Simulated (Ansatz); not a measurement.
SiO2:
```
SiO2
1.0
    4.18519     0.00000     0.00000
    0.00000     4.18519     0.00000
    0.00000     0.00000     2.66884
Si O
2 4
Direct
  0.00000   0.00000   0.00000
  0.50000   0.50000   0.50000
  0.30610   0.30610   0.00000
  0.80610   0.19390   0.50000
  0.19390   0.80610   0.50000
  0.69390   0.69390   0.00000
```

Relaxed with r²SCAN. Special points in fractions of this cell's reciprocal vectors: Γ (0.000, 0.000, 0.000); X (0.000, 0.500, 0.000); M (0.500, 0.500, 0.000); Z (0.000, 0.000, 0.500); R (0.000, 0.500, 0.500); A (0.500, 0.500, 0.500).

Question: List the band energies nearest the valence-band maximum at these points for the program Ansatz at the r²SCAN level (PAW).

Answer: In eV from the valence-band maximum; about four levels below and three above (degenerate sets whole), none deeper than 8.9 eV; points with the same levels are listed once.

```json
[
 {"k": "Γ", "below": "-2.50 -0.88 -0.88 0.00", "above": "6.51 7.67 9.51 9.51"},
 {"k": "X", "below": "-2.70 -2.70 -1.08 -1.08", "above": "8.71 8.71 10.09 10.09"},
 {"k": "M", "below": "-2.67 -2.67 -2.32 -2.32", "above": "8.41 8.41 11.08 11.08"},
 {"k": "Z", "below": "-3.10 -3.10 -2.71 -2.71", "above": "10.17 10.17 13.76 13.76"},
 {"k": "R", "below": "-2.30 -2.30 -1.80 -1.80", "above": "9.84 9.84 10.92 10.92"},
 {"k": "A", "below": "-1.78 -1.78 -1.60 -1.60", "above": "8.19 8.19 12.03 12.03"}
]
```

Space group P4_2/mnm (rutile). This is a known high-pressure phase of the composition, computed here at zero pressure and temperature. Symmetry was held in the r²SCAN relaxation; whether a distortion lowers the energy is not shown.

Potentials: the later of the program's two PAW sets.
